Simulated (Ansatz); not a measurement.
input.yaml

```yaml
crystal:
  lattice:
    - [3.8067217559, 0.0, 0.0]
    - [-1.903360878, 3.2967177458, 0.0]
    - [0.0, 0.0, 6.2457352649]
  atoms:
    - { symbol: Zn, position: [0.3333333333, 0.6666666667, 0.0053880709] }
    - { symbol: Zn, position: [0.6666666667, 0.3333333333, 0.5053880709] }
    - { symbol: S, position: [0.3333333333, 0.6666666667, 0.3796119291] }
    - { symbol: S, position: [0.6666666667, 0.3333333333, 0.8796119291] }
basis:
  ecutwfc: 500
kpoints:
  mp_grid: { grid: [6, 6, 4] }
hamiltonian:
  xc: r2scan
scf:
  occupations: { method: gaussian, width: 0.02 }
  n_extra_bands: 16
output:
  forces: false
  stress: false
  eigenvalues: true
  optics: { e_range: [0, 14], sigma: 0.1, nscf_kmesh: { grid: [9, 9, 6] } }
checkpoint:
  read: start.run
  write: ck
  compress: false
  write_wavefunctions: false
  write_every: 100000
```

Command:
```bash
ansatz run input.yaml --threads 1 --pin off --max-ram 2560MiB --backend cpu --events-out ev --progress --plain --runs-dir out
```

All numbers below come from Ansatz, DFT r2SCAN, scalar-relativistic, plane waves, PAW.

Part of what the program printed, abridged (iterations and final results):

```
SCF iter   1: F=—  HF=-8466.888247 eV  |F-HF|=—  |Δ(HF+E_count)|=         —  Δρ=4.36e-6  dr2=1.46e-8  dr2_τ=2.94e-10  ethr=6.87e-7  ⟨swp⟩=3.2  Hψ=5573  notcnv=0
SCF iter   2: F=—  HF=-8466.888246 eV  |F-HF|=—  |Δ(HF+E_count)|=   1.47e-6  Δρ=2.66e-6  dr2=5.96e-9  dr2_τ=8.27e-11  ethr=4.06e-11  ⟨swp⟩=3.0  Hψ=1251  notcnv=0
SCF iter   3: F=—  HF=-8466.888246 eV  |F-HF|=—  |Δ(HF+E_count)|=   5.52e-9  Δρ=1.59e-6  dr2=1.43e-9  dr2_τ=2.87e-11  ethr=1.66e-11  ⟨swp⟩=2.0  Hψ=1041  notcnv=0
SCF iter   4: F=—  HF=-8466.888246 eV  |F-HF|=—  |Δ(HF+E_count)|=  4.80e-10  Δρ=4.07e-7  dr2=1.18e-10  dr2_τ=5.31e-12  ethr=3.98e-12  ⟨swp⟩=2.0  Hψ=1044  notcnv=0
SCF iter   5: F=-8466.888246 eV  HF=-8466.888246 eV  |F-HF|=1.82e-12  |Δ(HF+E_count)|=  1.82e-11  Δρ=9.04e-8  dr2=6.22e-12  dr2_τ=9.95e-13  ethr=1.00e-12  ⟨swp⟩=2.1  Hψ=1905  notcnv=0
SCF 1 converged in 5 iterations: F = -8466.888246 eV  dr2 = 6.22e-12
SCF converged after 5 iterations
Free energy (F): -8466.888246 eV
Harris-Foulkes:  -8466.888246 eV  (|F-HF|=1.82e-12)
Internal energy: -8466.888246 eV  (E = F + TS)
E sigma→0 (E₀):  -8466.888246 eV
Fermi energy:    7.005262 eV
--- Per-component energies (eV) ---
  E_band       = -2.708332
  E_kinetic    = 475.157996
  E_local      = -4090.514278  (includes V_loc(G=0)·N_el)
  E_nonlocal   = 1293.328150
  E_hartree    = 1716.668948
  E_xc         = -431.572288
  E_vxc        = -296.436887  (∫ρ·V_xc dr)
  E_paw        = -4919.954543  (= ΣΔE_a)
  E_vpaw       = -832.239268  (= ΣTr[D̂ρ^β])
  E_aug_tail   = -0.000122  (compensation charges beyond the density's cutoff)
  E_vtau       = 14.658057  (kinetic-family band-sum trace: ∫τ·v_τ [+ j·A + Jᵃ·Aᵃ] dr)
  E_ewald      = -2509.417338
  E_core_change = -0.584771  (= ΣΔE_core)
  E_smearing   =  0.000000  (= −TS)
--- Band table (eV; the first three rows and the last of 21) ---
  k-point 0: bands = ["-8.1341", "-7.1713", "-0.9149", "-0.8996", "-0.8996", "-0.8092", "-0.8092", "-0.4121", "-0.4121", "-0.3345", "-0.3345", "-0.1795", "0.1483", "4.6962", "4.6962", "5.5322", "5.6174", "5.6174", "8.3930", "9.2260", "12.3896", "12.3896", "12.6575", "13.8129", "13.8129", "15.4620", "16.0769", "16.0769", "17.4348", "18.3377", "18.3377", "18.9594", "19.9227", "22.1040"]
  k-point 1: bands = ["-8.0120", "-7.3352", "-0.9194", "-0.8901", "-0.8901", "-0.8264", "-0.8264", "-0.6567", "-0.3980", "-0.3980", "-0.3430", "-0.3430", "1.1448", "4.4607", "4.8216", "4.8216", "5.4717", "5.4717", "9.2641", "9.3867", "12.3489", "12.4809", "12.4809", "13.4448", "13.4448", "14.5639", "16.6713", "16.6713", "17.5297", "18.8506", "18.8506", "19.4962", "20.4978", "21.5417"]
  k-point 2: bands = ["-7.6941", "-7.6941", "-0.8814", "-0.8814", "-0.8620", "-0.8620", "-0.8620", "-0.8620", "-0.3677", "-0.3677", "-0.3677", "-0.3677", "2.7198", "2.7198", "5.1366", "5.1366", "5.1366", "5.1366", "9.7157", "9.7157", "12.8441", "12.8441", "12.8441", "12.8441", "12.9476", "12.9476", "18.1295", "18.1295", "18.1295", "18.1295", "18.2627", "18.2627", "22.0140", "22.0140"]
  k-point 20: bands = ["-6.9160", "-6.9160", "-0.7588", "-0.7588", "-0.7253", "-0.7253", "-0.4945", "-0.4945", "-0.4120", "-0.4120", "-0.0353", "-0.0353", "0.7923", "0.7923", "2.4860", "2.4860", "4.2160", "4.2160", "10.5963", "10.5963", "12.3012", "12.3012", "13.5579", "13.5579", "15.7904", "15.7904", "16.6311", "16.6311", "20.2326", "20.2326", "21.5928", "21.5928", "23.2148", "23.2148"]
```

The calculation finished and met its thresholds.

It took 3.6 min on 1 thread of Intel(R) Xeon(R) Platinum 8259CL CPU @ 2.50GHz (Skylake/Cascade Lake), on a shared host, peak memory 0.99 GiB.

The run starts from the saved density of an earlier one, so iterations and time are fewer than from atoms.